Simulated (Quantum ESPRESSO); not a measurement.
Simulation results for MgAl$_{3}$As$_{3}$S (made-up cell)

All values are calculated (Quantum ESPRESSO 7.5). Calculation on a made-up crystal cell, not a measurement: periodic Kohn-Sham density functional theory in plane waves with PseudoDojo standard norm-conserving scalar-relativistic pseudopotentials, each functional with its own files (v0.5 for PBE, v0.4.1 for LDA and PBEsol), no spin polarisation, no spin-orbit coupling, atoms not relaxed, stress positive in tension, energies less a fixed whole-eV offset for each atom's element; levels are Kohn-Sham levels at fractions of this cell's reciprocal vectors, counted from the reference band (half the neutral cell's valence electrons, rounded up) at Gamma; error bars cover cutoff and k-mesh only, not smearing or the files; added strain carries the atoms with the cell, and shear is the tensor component; each bar is the largest change over components, and at least 0.002 eV, 0.002 eV per angstrom or 0.02 GPa; energies are for the whole cell, and the offsets were chosen from early runs and are not element reference energies.

Settings shared by all entries: lattice type zincblende/diamond; functional pbe; cutoff 1143 eV; fermi dirac smearing 0.025 eV; scf tolerance 1e-07 eV; electrons removed 0; added strain kind shear xy; k mesh 4 x 4 x 4, shifted by half a step.

(1) MgAl$_{3}$As$_{3}$S (made-up cell)

Unstrained structure:
```cif
# cell vector a (Å): 5.8480 0.0000 0.0000
# cell vector b (Å): 0.0000 5.8480 0.0000
# cell vector c (Å): 0.0000 0.0000 5.8480
data_MgAl3As3S
_symmetry_space_group_name_H-M 'P 1'
_symmetry_Int_Tables_number 1
_cell_length_a 5.8480
_cell_length_b 5.8480
_cell_length_c 5.8480
_cell_angle_alpha 90.000
_cell_angle_beta 90.000
_cell_angle_gamma 90.000
_cell_volume 200.00
loop_
_atom_site_label
_atom_site_type_symbol
_atom_site_fract_x
_atom_site_fract_y
_atom_site_fract_z
_atom_site_occupancy
Mg1 Mg 0.02050 0.99066 0.01693 1
Al1 Al 0.00804 0.51430 0.49092 1
Al2 Al 0.49607 0.99485 0.47481 1
Al3 Al 0.51884 0.50267 0.00715 1
As1 As 0.26907 0.26404 0.26178 1
As2 As 0.24641 0.73326 0.75130 1
S1 S 0.76240 0.27320 0.75262 1
As3 As 0.76951 0.75448 0.23759 1
```

It was run with added strain 0.0094 and structure shown before the added strain of 0.0094.

Results for MgAl$_{3}$As$_{3}$S (made-up cell): free energy less offsets 4.202 eV; smearing term minus ts 0 eV; scf iterations 11; pressure -2.373 GPa; stress xx 2.575 GPa; stress yy 1.898 GPa; stress zz 2.646 GPa; stress yz -0.3193 GPa; stress xz -0.06708 GPa; stress xy 0.2425 GPa; reference band 35; error bar energy 0.005089 eV; error bar stress 0.02 GPa; error bar force 0.002 eV/Å; error bar next band up 0.002 eV; error bars from tighter rerun of a related cell.

Atoms:
| atoms element | atom site | atom energy offset (eV) |
| --- | --- | --- |
| Mg | 1 | -1617 |
| Al | 2 | -64 |
| Al | 3 | -64 |
| Al | 4 | -64 |
| As | 5 | -2887 |
| As | 6 | -2887 |
| S | 7 | -302 |
| As | 8 | -2887 |

Forces:
| site | x (eV/Å) | y (eV/Å) | z (eV/Å) |
| --- | --- | --- | --- |
| 1 | 0.3437 | 1.193 | -0.8219 |
| 2 | -0.101 | -0.4404 | 0.5565 |
| 3 | 0.1872 | -0.5353 | 1.083 |
| 4 | -0.2202 | -0.06538 | -0.5416 |
| 5 | -0.0742 | 0.1991 | -0.4383 |
| 6 | 1.144 | 0.3873 | -0.3828 |
| 7 | -0.1644 | -0.2055 | -0.3337 |
| 8 | -1.115 | -0.5333 | 0.8791 |

Levels:
| level k point | next band up (eV) |
| --- | --- |
| Gamma | 1.039 |
| (1/2,1/2,1/2) | 1.295 |
| (0.15,0,0) | 1.385 |
| (0,0.15,0) | 1.404 |
| (0,0,0.15) | 1.421 |

(2) MgAl$_{3}$As$_{3}$S (made-up cell)

The structure is that of entry 1.

It was run with added strain 0.0115 and structure shown before the added strain of 0.0115.

Results for MgAl$_{3}$As$_{3}$S (made-up cell): free energy less offsets 4.204 eV; smearing term minus ts 0 eV; scf iterations 11; pressure -2.357 GPa; stress xx 2.559 GPa; stress yy 1.874 GPa; stress zz 2.636 GPa; stress yz -0.3237 GPa; stress xz -0.07151 GPa; stress xy 0.4673 GPa; reference band 35; error bar energy 0.005089 eV; error bar stress 0.02 GPa; error bar force 0.002 eV/Å; error bar next band up 0.002 eV; error bars from tighter rerun of a related cell.

Atoms:
| atoms element | atom site | atom energy offset (eV) |
| --- | --- | --- |
| Mg | 1 | -1617 |
| Al | 2 | -64 |
| Al | 3 | -64 |
| Al | 4 | -64 |
| As | 5 | -2887 |
| As | 6 | -2887 |
| S | 7 | -302 |
| As | 8 | -2887 |

Forces:
| site | x (eV/Å) | y (eV/Å) | z (eV/Å) |
| --- | --- | --- | --- |
| 1 | 0.3263 | 1.194 | -0.7918 |
| 2 | -0.09169 | -0.4325 | 0.5824 |
| 3 | 0.1871 | -0.5504 | 1.096 |
| 4 | -0.2142 | -0.06498 | -0.5252 |
| 5 | -0.07671 | 0.2068 | -0.4666 |
| 6 | 1.135 | 0.3785 | -0.4081 |
| 7 | -0.155 | -0.2038 | -0.3316 |
| 8 | -1.111 | -0.5272 | 0.8449 |

Levels:
| level k point | next band up (eV) |
| --- | --- |
| Gamma | 1.036 |
| (1/2,1/2,1/2) | 1.288 |
| (0.15,0,0) | 1.381 |
| (0,0.15,0) | 1.401 |
| (0,0,0.15) | 1.417 |

(3) MgAl$_{3}$As$_{3}$S (made-up cell)

The structure is that of entry 1.

It was run with added strain 0.0188 and structure shown before the added strain of 0.0188.

Results for MgAl$_{3}$As$_{3}$S (made-up cell): free energy less offsets 4.219 eV; smearing term minus ts 0 eV; scf iterations 10; pressure -2.277 GPa; stress xx 2.48 GPa; stress yy 1.768 GPa; stress zz 2.583 GPa; stress yz -0.336 GPa; stress xz -0.08694 GPa; stress xy 1.247 GPa; reference band 35; error bar energy 0.005089 eV; error bar stress 0.02 GPa; error bar force 0.002 eV/Å; error bar next band up 0.002 eV; error bars from tighter rerun of a related cell.

Atoms:
| atoms element | atom site | atom energy offset (eV) |
| --- | --- | --- |
| Mg | 1 | -1617 |
| Al | 2 | -64 |
| Al | 3 | -64 |
| Al | 4 | -64 |
| As | 5 | -2887 |
| As | 6 | -2887 |
| S | 7 | -302 |
| As | 8 | -2887 |

Forces:
| site | x (eV/Å) | y (eV/Å) | z (eV/Å) |
| --- | --- | --- | --- |
| 1 | 0.2684 | 1.195 | -0.6907 |
| 2 | -0.06066 | -0.4061 | 0.6737 |
| 3 | 0.1902 | -0.6041 | 1.143 |
| 4 | -0.1918 | -0.0642 | -0.4679 |
| 5 | -0.08657 | 0.2325 | -0.5672 |
| 6 | 1.104 | 0.3519 | -0.4952 |
| 7 | -0.1214 | -0.1985 | -0.3252 |
| 8 | -1.102 | -0.507 | 0.7294 |

Levels:
| level k point | next band up (eV) |
| --- | --- |
| Gamma | 1.026 |
| (1/2,1/2,1/2) | 1.261 |
| (0.15,0,0) | 1.369 |
| (0,0.15,0) | 1.39 |
| (0,0,0.15) | 1.405 |
